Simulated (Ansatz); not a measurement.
A scan (energy against volume; even scaling of the relaxed cell, symmetry kept) gave these values. These are PBE (plane waves to 420 eV, PAW, scalar-relativistic; Ansatz, an electronic-structure program) values and carry that method's errors.

| Property | Result |
|---|---|
| Bulk modulus B₀ (third-order Birch-Murnaghan fit) | 259 GPa |
| Pressure derivative B₀′ (fit) | 4.3 |
| Equilibrium volume of the fit | 15.79 Å³/atom |

**Question.** Of these crystals, all scanned alike, which one is it?
(A) Mg₂Si (antifluorite type, space group Fm-3m)
(B) Mo (bcc, W type)
(C) CsSnI₃ (cubic perovskite)
(D) CuI (zinc blende)

**Answer.** B, Mo (bcc, W type). The others have, for the bulk modulus: CuI 39.1 GPa, CsSnI3 15.4 GPa, Mg2Si 54.0 GPa

All were relaxed with their symmetry unable to fall. CuI is run without spin polarisation. Mo is run without spin polarisation. Spin-orbit coupling is left out. The PAW data are Ansatz's earlier set. This is a high-temperature form of CsSnI3.

(Under strain, the slope of the energy per volume gives the stress and its curvature an elastic modulus.)
